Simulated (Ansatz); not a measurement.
SrO:
```xyz
2
Lattice="0.0000 2.5612 2.5612 2.5612 0.0000 2.5612 2.5612 2.5612 0.0000" Properties=species:S:1:pos:R:3 pbc="T T T"
Sr     0.0000     0.0000     0.0000
O      2.5612     2.5612     2.5612
```

Relaxed with PBEsol. Special points in fractions of this cell's reciprocal vectors: Γ (0.000, 0.000, 0.000); X (0.500, 0.000, 0.500); U (0.625, 0.250, 0.625); K (0.375, 0.375, 0.750); L (0.500, 0.500, 0.500); W (0.500, 0.250, 0.750).

Problem. List the band energies nearest the valence-band maximum at these points for PBEsol with spin–orbit coupling in the plane-wave PAW code Ansatz.

Solution. In eV from the valence-band maximum; about four levels below and three above (degenerate sets whole), none deeper than 8.9 eV; points with the same levels are listed once.

```tsv
k	below	above
Γ	0.00 0.00 0.00 0.00	3.91 3.91 6.20 6.20 6.20 6.20
X	-0.12 -0.12 -0.05 -0.05	3.18 3.18 7.87 7.87
U	-0.59 -0.59 -0.46 -0.46	4.72 4.72 7.88 7.88
L	-1.18 -1.18 -1.16 -1.16	6.55 6.55 8.32 8.32
W	-0.48 -0.48 -0.39 -0.39	5.97 5.97 5.97 5.97
```

Space group Fm-3m (rock salt). Symmetry was held in the PBEsol relaxation.

Potentials: the later of the program's two PAW sets.
